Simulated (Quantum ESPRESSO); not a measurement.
## NbHf3NO7 (one run as intended and one with a planted mistake)

Computed values, not a measurement. The program is pw.x of Quantum ESPRESSO 7.5 (plane-wave density functional theory). The cell is made up: 12 atoms on a rutile lattice, with randomly drawn elements, strain and displacements, not relaxed. PseudoDojo standard norm-conserving files (v0.5 for PBE, v0.4.1 for LDA and PBEsol) set the functional; there is no spin polarisation, spin-orbit coupling or dispersion term, and the masses in the input are unused placeholders.

The hafnium pseudopotential is less sure than the others, with forces about 3 percent (worst 6) and pressure in oxides about 1.5 GPa (worst 2.7) from a second method in checks, which no rerun with the same files tests.

Intended input:

```
&control calculation='scf', pseudo_dir='./dojo.nc.sr.pbe.v0_5.standard.upf', outdir='./o', disk_io='low', tprnfor=.true., tstress=.true. /
&system ibrav=0, nat=12, ntyp=4, nbnd=54, ecutwfc=84.00895049, nosym=.true., tot_charge=0,
 occupations='smearing', smearing='fd', degauss=0.0018374661
/
&electrons conv_thr=7.350e-09, electron_maxstep=60, /
ATOMIC_SPECIES
Hf 1.0 Hf.upf
N 1.0 N.upf
Nb 1.0 Nb.upf
O 1.0 O.upf
CELL_PARAMETERS angstrom
4.8651 0.0 0.0
0.0 4.8651 0.0
0.0 0.0 6.4336
ATOMIC_POSITIONS angstrom
Nb -0.041 0.0581 0.0027
Hf 2.4179 2.4169 1.5922
Hf 0.0074 -0.0019 3.212
Hf 2.3898 2.4298 4.824
N 1.5348 1.4983 0.0101
O 3.4342 3.3385 -0.0465
O 3.9077 0.9555 1.5826
O 0.9716 3.9111 1.6478
O 1.5002 1.4868 3.2064
O 3.3507 3.3773 3.2453
O 3.9489 0.9462 4.7731
O 0.8722 3.9041 4.8514
K_POINTS automatic
5 5 4 1 1 1
```

The log is shortened where brackets say so; the opening notice, blank lines, dates and the lines on written files are dropped, and the path of the files is cut. It prints rydbergs, bohrs and kilobars, and counts compression as positive stress. Where no state is partly filled, the Fermi energy that it prints is only some level between the filled and the empty states on the mesh, and need not lie in the true gap.

Log of the intended run:

```
     Program PWSCF v.7.5
     Parallel version (MPI & OpenMP), running on       4 processor cores
     Number of MPI processes:                 4
     Threads/MPI process:                     1
     [start-up lines left out]
     bravais-lattice index     =            0
     lattice parameter (alat)  =       9.1937  a.u.
     unit-cell volume          =    1027.6239 (a.u.)^3
     number of atoms/cell      =           12
     number of atomic types    =            4
     number of electrons       =        96.00
     number of Kohn-Sham states=           54
     kinetic-energy cutoff     =      84.0090  Ry
     charge density cutoff     =     336.0358  Ry
     scf convergence threshold =      7.3E-09
     mixing beta               =       0.7000
     number of iterations used =            8  plain     mixing
     Exchange-correlation= PBE
                           (   1   4   3   4   0   0   0)
     [axes and pseudopotential details left out]
   Cartesian axes
     site n.     atom                  positions (alat units)
         1        Nb     tau(   1) = (  -0.0084274   0.0119422   0.0005550  )
         2        Hf     tau(   2) = (   0.4969888   0.4967832   0.3272697  )
         3        Hf     tau(   3) = (   0.0015210  -0.0003905   0.6602125  )
         4        Hf     tau(   4) = (   0.4912129   0.4994347   0.9915521  )
         5        N      tau(   5) = (   0.3154714   0.3079690   0.0020760  )
         6        O      tau(   6) = (   0.7058848   0.6862141  -0.0095579  )
         7        O      tau(   7) = (   0.8032106   0.1963988   0.3252965  )
         8        O      tau(   8) = (   0.1997081   0.8039095   0.3386981  )
         9        O      tau(   9) = (   0.3083595   0.3056052   0.6590615  )
        10        O      tau(  10) = (   0.6887217   0.6941892   0.6670572  )
        11        O      tau(  11) = (   0.8116791   0.1944873   0.9810898  )
        12        O      tau(  12) = (   0.1792769   0.8024707   0.9971840  )
     number of k points=    50  Fermi-Dirac smearing, width (Ry)=  0.0018
                       cart. coord. in units 2pi/alat
        k(    1) = (   0.1000000   0.1000000   0.0945252), wk =   0.0400000
        k(    2) = (   0.1000000   0.1000000   0.2835757), wk =   0.0400000
     [further k points left out]
     Dense  grid:   106831 G-vectors     FFT dimensions: (  54,  54,  72)
     Estimated max dynamical RAM per process >     325.06 MB
     Estimated total dynamical RAM >       1.19 GB
     Initial potential from superposition of free atoms
     starting charge      95.9921, renormalised to      96.0000
     Starting wfcs are   72 randomized atomic wfcs
     total cpu time spent up to now is        4.6 secs
     per-process dynamical memory:   253.2 Mb
     Self-consistent Calculation
     iteration #  1     ecut=    84.01 Ry     beta= 0.70
     Davidson diagonalization with overlap
     ethr =  1.00E-02,  avg # of iterations =  2.0
     total cpu time spent up to now is       11.6 secs
     total energy              =    -713.69796996 Ry
     estimated scf accuracy    <       5.98613411 Ry
     iteration #  2     ecut=    84.01 Ry     beta= 0.70
     Davidson diagonalization with overlap
     ethr =  6.24E-03,  avg # of iterations =  6.4
     total cpu time spent up to now is       22.6 secs
     total energy              =    -711.18024424 Ry
     estimated scf accuracy    <      30.82905770 Ry
     [iterations 3 to 14 left out]
     iteration # 15     ecut=    84.01 Ry     beta= 0.70
     Davidson diagonalization with overlap
     ethr =  2.63E-10,  avg # of iterations =  3.9
     total cpu time spent up to now is      137.1 secs
     total energy              =    -716.77829574 Ry
     estimated scf accuracy    <       0.00000003 Ry
     iteration # 16     ecut=    84.01 Ry     beta= 0.70
     Davidson diagonalization with overlap
     ethr =  3.49E-11,  avg # of iterations =  4.1
     total cpu time spent up to now is      146.4 secs
     End of self-consistent calculation
     [lines on levels left out]
     the Fermi energy is    10.8696 ev
!    total energy              =    -716.77829575 Ry
     estimated scf accuracy    <          3.5E-09 Ry
     smearing contrib. (-TS)   =      -0.00000000 Ry
     internal energy E=F+TS    =    -716.77829575 Ry
     The total energy is F=E-TS. E is the sum of the following terms:
     one-electron contribution =    -177.82255698 Ry
     hartree contribution      =     137.69482269 Ry
     xc contribution           =    -176.45556440 Ry
     ewald contribution        =    -500.19499705 Ry
     convergence has been achieved in  16 iterations
     Forces acting on atoms (cartesian axes, Ry/au):
     atom    1 type  3   force =     0.07471802    0.05632948   -0.01947986
     atom    2 type  1   force =    -0.00353530    0.01912273   -0.00354748
     atom    3 type  1   force =     0.00038796   -0.02103197    0.00360392
     atom    4 type  1   force =    -0.00054970    0.00307329    0.00813794
     atom    5 type  2   force =    -0.11331392   -0.10767410   -0.00624509
     atom    6 type  4   force =     0.03131584    0.05173812    0.01824579
     atom    7 type  4   force =     0.03484989   -0.04226124   -0.02036642
     atom    8 type  4   force =    -0.03793255    0.02820141   -0.04359297
     atom    9 type  4   force =    -0.01530340   -0.01821467   -0.00042077
     atom   10 type  4   force =     0.02886367    0.02712995   -0.01365249
     atom   11 type  4   force =     0.00275291   -0.01159538    0.05546844
     atom   12 type  4   force =    -0.00225341    0.01518238    0.02184898
     Total force =     0.228744     Total SCF correction =     0.000142
     Computing stress (Cartesian axis) and pressure
          total   stress  (Ry/bohr**3)                   (kbar)     P=      -16.83
  -0.00017501  -0.00022900  -0.00004193          -25.74      -33.69       -6.17
  -0.00022900  -0.00016009   0.00005813          -33.69      -23.55        8.55
  -0.00004193   0.00005813  -0.00000820           -6.17        8.55       -1.21
     init_run     :      4.37s CPU      4.52s WALL (       1 calls)
     electrons    :    141.55s CPU    141.86s WALL (       1 calls)
     forces       :      1.85s CPU      1.87s WALL (       1 calls)
     stress       :      6.40s CPU      6.55s WALL (       1 calls)
     [timing details left out]
     PWSCF        :   2m34.29s CPU   2m34.94s WALL
     JOB DONE.
```

A second run has one planted mistake: the cell and the positions are scaled by a wrong factor. The input lines that differ, file-writing options aside:

```
- 4.8651 0.0 0.0
+ 4.7912 0.0 0.0
- 0.0 4.8651 0.0
+ 0.0 4.7912 0.0
- 0.0 0.0 6.4336
+ 0.0 0.0 6.3358
- Nb -0.041 0.0581 0.0027
+ Nb -0.0404 0.0572 0.0027
- Hf 2.4179 2.4169 1.5922
+ Hf 2.3811 2.3802 1.568
- Hf 0.0074 -0.0019 3.212
+ Hf 0.0073 -0.0019 3.1632
- Hf 2.3898 2.4298 4.824
+ Hf 2.3535 2.3929 4.7507
- N 1.5348 1.4983 0.0101
+ N 1.5115 1.4755 0.0099
- O 3.4342 3.3385 -0.0465
+ O 3.382 3.2878 -0.0458
- O 3.9077 0.9555 1.5826
+ O 3.8483 0.941 1.5585
- O 0.9716 3.9111 1.6478
+ O 0.9568 3.8517 1.6228
- O 1.5002 1.4868 3.2064
+ O 1.4774 1.4642 3.1577
- O 3.3507 3.3773 3.2453
+ O 3.2998 3.326 3.196
- O 3.9489 0.9462 4.7731
+ O 3.8889 0.9318 4.7005
- O 0.8722 3.9041 4.8514
+ O 0.8589 3.8448 4.7777
```

Its log:

```
     Program PWSCF v.7.5
     Parallel version (MPI & OpenMP), running on       4 processor cores
     Number of MPI processes:                 4
     Threads/MPI process:                     1
     [start-up lines left out]
     bravais-lattice index     =            0
     lattice parameter (alat)  =       9.0541  a.u.
     unit-cell volume          =     981.4918 (a.u.)^3
     number of atoms/cell      =           12
     number of atomic types    =            4
     number of electrons       =        96.00
     number of Kohn-Sham states=           54
     kinetic-energy cutoff     =      84.0090  Ry
     charge density cutoff     =     336.0358  Ry
     scf convergence threshold =      7.3E-09
     mixing beta               =       0.7000
     number of iterations used =            8  plain     mixing
     Exchange-correlation= PBE
                           (   1   4   3   4   0   0   0)
     [axes and pseudopotential details left out]
   Cartesian axes
     site n.     atom                  positions (alat units)
         1        Nb     tau(   1) = (  -0.0084321   0.0119386   0.0005635  )
         2        Hf     tau(   2) = (   0.4969736   0.4967858   0.3272667  )
         3        Hf     tau(   3) = (   0.0015236  -0.0003966   0.6602104  )
         4        Hf     tau(   4) = (   0.4912131   0.4994365   0.9915470  )
         5        N      tau(   5) = (   0.3154742   0.3079604   0.0020663  )
         6        O      tau(   6) = (   0.7058774   0.6862164  -0.0095592  )
         7        O      tau(   7) = (   0.8032017   0.1964017   0.3252839  )
         8        O      tau(   8) = (   0.1996994   0.8039113   0.3387043  )
         9        O      tau(   9) = (   0.3083570   0.3056019   0.6590624  )
        10        O      tau(  10) = (   0.6887210   0.6941893   0.6670563  )
        11        O      tau(  11) = (   0.8116756   0.1944815   0.9810695  )
        12        O      tau(  12) = (   0.1792662   0.8024712   0.9971823  )
     number of k points=    50  Fermi-Dirac smearing, width (Ry)=  0.0018
                       cart. coord. in units 2pi/alat
        k(    1) = (   0.1000000   0.1000000   0.0945263), wk =   0.0400000
        k(    2) = (   0.1000000   0.1000000   0.2835790), wk =   0.0400000
     [further k points left out]
     Dense  grid:   102189 G-vectors     FFT dimensions: (  54,  54,  72)
     Estimated max dynamical RAM per process >     311.86 MB
     Estimated total dynamical RAM >       1.15 GB
     Initial potential from superposition of free atoms
     starting charge      95.9921, renormalised to      96.0000
     Starting wfcs are   72 randomized atomic wfcs
     total cpu time spent up to now is        4.1 secs
     per-process dynamical memory:   235.9 Mb
     Self-consistent Calculation
     iteration #  1     ecut=    84.01 Ry     beta= 0.70
     Davidson diagonalization with overlap
     ethr =  1.00E-02,  avg # of iterations =  2.0
     total cpu time spent up to now is       10.3 secs
     total energy              =    -713.80205827 Ry
     estimated scf accuracy    <       5.83667665 Ry
     iteration #  2     ecut=    84.01 Ry     beta= 0.70
     Davidson diagonalization with overlap
     ethr =  6.08E-03,  avg # of iterations =  6.3
     total cpu time spent up to now is       19.7 secs
     total energy              =    -711.42621749 Ry
     estimated scf accuracy    <      28.17366663 Ry
     [iterations 3 to 14 left out]
     iteration # 15     ecut=    84.01 Ry     beta= 0.70
     Davidson diagonalization with overlap
     ethr =  8.25E-11,  avg # of iterations =  4.4
     total cpu time spent up to now is      118.8 secs
     total energy              =    -716.76718320 Ry
     estimated scf accuracy    <       0.00000001 Ry
     iteration # 16     ecut=    84.01 Ry     beta= 0.70
     Davidson diagonalization with overlap
     ethr =  1.18E-11,  avg # of iterations =  3.8
     total cpu time spent up to now is      126.2 secs
     End of self-consistent calculation
     [lines on levels left out]
     the Fermi energy is    11.2544 ev
!    total energy              =    -716.76718320 Ry
     estimated scf accuracy    <          9.0E-10 Ry
     smearing contrib. (-TS)   =      -0.00000000 Ry
     internal energy E=F+TS    =    -716.76718320 Ry
     The total energy is F=E-TS. E is the sum of the following terms:
     one-electron contribution =    -166.74922811 Ry
     hartree contribution      =     134.79191942 Ry
     xc contribution           =    -176.89867736 Ry
     ewald contribution        =    -507.91119715 Ry
     convergence has been achieved in  16 iterations
     Forces acting on atoms (cartesian axes, Ry/au):
     atom    1 type  3   force =     0.07916391    0.05780895   -0.01876603
     atom    2 type  1   force =    -0.00026912    0.02347759   -0.00188323
     atom    3 type  1   force =    -0.00002595   -0.02209393    0.00079165
     atom    4 type  1   force =    -0.00119298    0.00296672    0.00776180
     atom    5 type  2   force =    -0.12530265   -0.12227243   -0.00732007
     atom    6 type  4   force =     0.04045455    0.05815773    0.02056027
     atom    7 type  4   force =     0.03202591   -0.03998028   -0.01783036
     atom    8 type  4   force =    -0.03691524    0.02713316   -0.05136160
     atom    9 type  4   force =    -0.02112069   -0.02510539   -0.00096865
     atom   10 type  4   force =     0.03573476    0.03425309   -0.01588736
     atom   11 type  4   force =    -0.00445270   -0.00395953    0.06014696
     atom   12 type  4   force =     0.00190022    0.00961431    0.02475661
     Total force =     0.251083     Total SCF correction =     0.000051
     Computing stress (Cartesian axis) and pressure
          total   stress  (Ry/bohr**3)                   (kbar)     P=       91.20
   0.00047162  -0.00023939  -0.00006480           69.38      -35.22       -9.53
  -0.00023939   0.00048961   0.00008658          -35.22       72.02       12.74
  -0.00006480   0.00008658   0.00089860           -9.53       12.74      132.19
     init_run     :      3.86s CPU      4.00s WALL (       1 calls)
     electrons    :    121.68s CPU    122.12s WALL (       1 calls)
     forces       :      1.56s CPU      1.57s WALL (       1 calls)
     stress       :      5.09s CPU      5.21s WALL (       1 calls)
     [timing details left out]
     PWSCF        :   2m12.31s CPU   2m13.05s WALL
     JOB DONE.
```

```
                                            intended run  run with the mistake
                          free energy (eV)     -9752.266             -9752.114
                    smearing term -TS (eV)        0.0000                0.0000
                            pressure (GPa)         -1.68                  9.12
            largest force component (eV/Å)         2.913                 3.222
largest change of a force component (eV/Å)                               0.375
                                iterations            16                    16
```

For scale, a rerun of the intended cell at a cutoff of 1467 eV and k mesh 7 x 7 x 6 moved values by no more than 0.004 eV in energy, 0.04 GPa in stress and 0.003 eV/Å in force.